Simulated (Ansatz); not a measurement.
YPt2 (cubic Laves (MgCu2 type), Fd-3m) at seven volumes, r²SCAN in the plane-wave PAW code Ansatz, scaled uniformly. One row is withheld.

```json
[
 {"V (Å³/atom)": "16.953", "P (GPa)": "21.12"},
 {"V (Å³/atom)": "17.512", "P (GPa)": "12.81"},
 {"V (Å³/atom)": "18.071", "P (GPa)": "5.84"},
 {"V (Å³/atom)": "18.630", "P (GPa)": "0.00"},
 {"V (Å³/atom)": "19.189", "P (GPa)": "?"},
 {"V (Å³/atom)": "19.747", "P (GPa)": "-8.98"},
 {"V (Å³/atom)": "20.306", "P (GPa)": "-12.39"}
]
```

Problem. Fit the shown pressures and predict the withheld one.

Solution. Third-order Birch–Murnaghan: P = (3/2)B₀(x^(7/2) − x^(5/2))[1 + (3/4)(B′ − 4)(x − 1)] with x = (V₀/V)^(2/3). Least squares on the six rows gives V₀ = 18.631 Å³/atom, B₀ = 177.6 GPa, B′ = 4.89. At V = 19.189, x = 0.9805 and P = -4.88 GPa. The run itself gave -4.89 GPa.

The workflow started from an entry of the Crystallography Open Database (COD). Whether it is the stable phase at ambient conditions was not checked. Symmetry was held in the r²SCAN relaxation; whether a distortion lowers the energy is not shown. No spin polarisation was allowed. Spin–orbit coupling is left out wherever it is not named.

Potentials: the later of the program's two PAW sets.
